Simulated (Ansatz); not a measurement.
## SiO2: a ladder of calculations

Cell of run 1: a structure deposited in the COD.

```cif
data_SiO2
_symmetry_space_group_name_H-M 'P4_12_12'
_symmetry_Int_Tables_number 92
_cell_length_a 4.9780
_cell_length_b 4.9780
_cell_length_c 6.9480
_cell_angle_alpha 90.000
_cell_angle_beta 90.000
_cell_angle_gamma 90.000
loop_
_atom_site_label
_atom_site_type_symbol
_atom_site_symmetry_multiplicity
_atom_site_Wyckoff_symbol
_atom_site_fract_x
_atom_site_fract_y
_atom_site_fract_z
Si Si 4 a 0.3000 0.3000 0.0000
O O 8 b 0.2398 0.1032 0.1784
```

One atom of each set is listed.

Relaxed positions (PBE, cell held):

Si (0.3043, 0.3043, 0.0000)
O (0.2368, 0.1149, 0.1844)

All runs are DFT with Ansatz 0.2.0 (plane waves and PAW, scalar-relativistic unless spin–orbit coupling is named, Γ-centred meshes, Fermi–Dirac smearing where given) in this cell.

Run 1: PBE, gradients read without the response of the cores, atoms as given; 420 eV, 5×5×4 k-points, smearing 0.02 eV.
Run 2: PBE, gradients read without the response of the cores, atoms relaxed; 420 eV, 5×5×4 k-points, smearing 0.02 eV.
Run 3: r2SCAN, gradients read without the response of the cores, at the relaxed atoms; 500 eV, 5×5×4 k-points, smearing 0.02 eV.

| run | Si V_zz (η) | O V_zz (η) |
| --- | --- | --- |
| 1 | -0.48 (0.83) | 9.46 (0.14) |
| 2 | ? | ? |
| 3 | -0.34 (0.79) | 9.69 (0.19) |

V_zz in 10²¹ V/m².

(1) Estimate the row of run 2.

Answers

(1) Si: -0.34 (0.85); O: 9.77 (0.19). It lies nearest to run 3, from whose tensors on these sites it differs by 0.09 at most (largest principal value of the difference, on O). Taken one at a time, the positions of the atoms (as given or relaxed) move the tensors on these sites by up to 0.46 (largest principal value of the change, on O), the functional (r2SCAN with its higher cutoff) by 0.09 (O).

In runs 1, 3 the atoms aren't at the calculated equilibrium (largest force 0.44, 0.31 eV/Å). The cell isn't the equilibrium one in run 1 (calculated pressure 7 GPa), and the entry's cell may itself be off.
